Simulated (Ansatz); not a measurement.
SiO2:
```
SiO2
1.0
    5.08212     0.00000     0.00000
    0.00000     5.08212     0.00000
    0.00000     0.00000     7.09643
Si O
4 8
Direct
  0.70587   0.70587   0.50000
  0.79413   0.20587   0.75000
  0.29413   0.29413   0.00000
  0.20587   0.79413   0.25000
  0.90596   0.75892   0.32546
  0.74108   0.40596   0.57546
  0.09404   0.24108   0.82546
  0.25892   0.59404   0.07546
  0.40596   0.74108   0.42454
  0.24108   0.09404   0.17454
  0.59404   0.25892   0.92454
  0.75892   0.90596   0.67454
```

Relaxed with PBE. Special points in fractions of this cell's reciprocal vectors: Γ (0.000, 0.000, 0.000); X (0.000, 0.500, 0.000); M (0.500, 0.500, 0.000); Z (0.000, 0.000, 0.500); R (0.000, 0.500, 0.500); A (0.500, 0.500, 0.500).

### Question
List the band energies nearest the valence-band maximum at these points for plane-wave PAW PBE (Ansatz code).

### Answer
In eV from the valence-band maximum; about four levels below and three above (degenerate sets whole), none deeper than 8.9 eV; points with the same levels are listed once.

```json
[
 {"k": "Γ", "below": "-0.66 -0.25 -0.25 0.00", "above": "5.52 8.69 8.69"},
 {"k": "X", "below": "-0.63 -0.63 -0.46 -0.46", "above": "7.48 7.48 9.13 9.13"},
 {"k": "M", "below": "-0.58 -0.58 -0.55 -0.55", "above": "8.51 8.51 8.59 8.59"},
 {"k": "Z", "below": "-0.50 -0.50 -0.39 -0.39", "above": "6.71 6.71 9.34 9.34"},
 {"k": "R", "below": "-0.91 -0.91 -0.16 -0.16", "above": "7.72 7.72 8.72 8.72"},
 {"k": "A", "below": "-0.64 -0.64 -0.64 -0.64", "above": "9.02 9.02 9.02 9.02"}
]
```

Space group P4_12_12. The cell was relaxed with PBE under the symmetry of its start.

Potentials: the earlier of the program's two PAW sets.
